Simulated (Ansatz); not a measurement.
Relaxed-ion elastic tensor of PtC (zinc blende, F-43m) in GPa (Voigt order), r²SCAN (plane waves, PAW; program Ansatz); density 13.28 g/cm³, 12.95 Å³ per atom.

```
     1    2    3     4     5     6
-  ---  ---  ---  ----  ----  ----
1  264  219  219   0.0   0.0   0.0
2  219  264  219   0.0   0.0   0.0
3  219  219  264   0.0   0.0   0.0
4  0.0  0.0  0.0  45.4   0.0   0.0
5  0.0  0.0  0.0   0.0  45.4   0.0
6  0.0  0.0  0.0   0.0   0.0  45.4
```

Problem. Is the crystal mechanically stable?

Solution. Yes: the smallest eigenvalue of C is 45.4 GPa.

Problem. Work out the Voigt, Reuss and Hill averages.

Solution. K_V = 234, K_R = 234, K_H = 234; G_V = 36.3, G_R = 32.5, G_H = 34.4 GPa.

Problem. Give Young's modulus, Poisson's ratio, Pugh's ratio and the universal anisotropy index.

Solution. E = 9KG/(3K + G) = 98.4 GPa; ν = 0.43; K/G = 6.80 (ductile by the Pugh limit of 1.75); A_U = 5G_V/G_R + K_V/K_R − 6 = 0.60.

Problem. Estimate the sound speeds and the Debye temperature.

Solution. v_l = √((K + 4G/3)/ρ) = 4590 m/s, v_t = √(G/ρ) = 1610 m/s, mean 1830 m/s; Θ = (h/k)(3n/4πV)^(1/3) v_m = 232 K.

Problem. Give the Zener ratio and Young's modulus along [100], [110] and [111].

Solution. A = 2C44/(C11 − C12) = 2.00; 1/E = S11 − 2(S11 − S12 − S44/2)Γ with Γ = 0, 1/4, 1/3 gives 66.1, 104, 128 GPa.

Problem. Solve the Christoffel equation for the three sound speeds along [100], [110], [111].

Solution. Eigenvalues of C_ijkl n_j n_l equal ρv². In km/s, slowest first: [100] 1.85, 1.85, 4.46; [110] 1.31, 1.85, 4.65; [111] 1.51, 1.51, 4.71.

The start of the workflow was typed in or built on a structure type; neither database checked (COD, Materials Project) lists it. Whether it is the stable phase at ambient conditions was not checked. The r²SCAN relaxation kept the symmetry of its start; its stability against distortions is not shown here. The run is not spin-polarised. Its formation energy is positive at this level, so the cell may be metastable or incomplete. As this level gives no gap, shear constants depend on the k-mesh and smearing (Fermi–Dirac, 0.1 eV here). Scalar-relativistic: spin–orbit coupling is off unless named, which matters more the heavier the elements.

Potentials: the earlier of the program's two PAW sets.
